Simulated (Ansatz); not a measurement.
CaF2 (fluorite)

```
CELL_PARAMETERS angstrom
      0.00000     2.71026     2.71026
      2.71026     0.00000     2.71026
      2.71026     2.71026     0.00000
ATOMIC_POSITIONS crystal
  Ca 0.00000 0.00000 0.00000
  F  0.25000 0.25000 0.25000
  F  0.75000 0.75000 0.75000
```

The slice is a {110} plane (indices of the conventional cell) through the point (0.000, 0.000, 0.000) (fractional), spanned by u = [100] and v = [1 -1 -1] in vectors of this cell: u (3.83 Å) and v (5.42 Å, at 90° to u). It covers one period; positions are fractions (u, v).

The numbers are results of PBEsol (plane waves to 420 eV, PAW, scalar-relativistic; Ansatz, a quantum-chemistry and plane-wave program), not measurements. k mesh 11×11×11. These are valence fields of a PAW run, semicore shells included where kept as valence: close to a nucleus they are smooth pseudo fields. CaF2 was relaxed with its symmetry unable to fall.

### Question
What is the ELF at the midpoint of the shortest Ca–F line in this plane (2.35 Å)?

### Answer
0.1.

### Question
What is the valence density on the shortest Ca–F line in this plane (2.35 Å), at its midpoint?

### Answer
0.24 e/Å³.

### Question
Sketch the valence electron density on this plane as a map.

### Answer
```
|%%%#*+=-------=+*#%%|
|%%%#*===========*#%%|
|###*+==++***++==+*##|
|***+==++*###*++==+**|
|++====+*#%%%#*+====+|
|----==*#%@@@%#*==---|
|:::--=*#%@@@%#*=--::|
|..::-=*#%@@@%#*=-::.|
|...:-=+*#%%%#*+=-:..|
| ..::-=+*###*+=-::..|
|  ..:-==+***+==-:.. |
|   ..:--=====--:..  |
|    .::-------::.   |
|    ..::-----::..   |
|    .::-------::.   |
|   ..:--=====--:..  |
|  ..:-==+***+==-:.. |
| ..::-=+*###*+=-::..|
|...:-=+*#%%%#*+=-:..|
|..::-=*#%@@@%#*=-::.|
|:::--=*#%@@@%#*=--::|
|----==*#%@@@%#*==---|
|++====+*#%%%#*+====+|
|***+==++*###*++==+**|
|###*+==++***++==+*##|
|%%%#*===========*#%%|
|%%%#*+=-------=+*#%%|
|@%%#*+=-------=+*#%%|
```
Scale: ten equal steps from -2.14 (start of ' ') to 1.15 (end of '@'), in the order ' .:-=+*#%@'. Values: log₁₀ of the valence density in e/Å³. The map has 20 points along u (one character each, u = 0 at the left) and 28 along v (v = 0 in the bottom row). The scale is logarithmic, as a density can span decades between atoms and voids.
